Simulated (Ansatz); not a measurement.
CdO (rock salt), relaxed with HSE06 (Ansatz, an electronic-structure program, plane waves, PAW): a = b = c = 4.706 Å, α = β = γ = 90.00°.

```
Quantity              Value
--------------------  -----
gap (eV)               0.90
B₀ by P(V) fit (GPa)    145
```

Q: The same phase is relaxed and computed with PBEsol in the same code. What are the cell and these values now?

A: a = b = c = 4.690 Å, α = β = γ = 90.00°.

gap (eV): none
B₀ by P(V) fit (GPa): 145

All cells were relaxed under the symmetry of their starts (and spin orders); stability against distortions was not tested throughout. Scalar-relativistic: spin–orbit coupling is off unless named, which matters more the heavier the elements.

Potentials: the later of the program's two PAW sets.

Ansatz is a plane-wave DFT program.
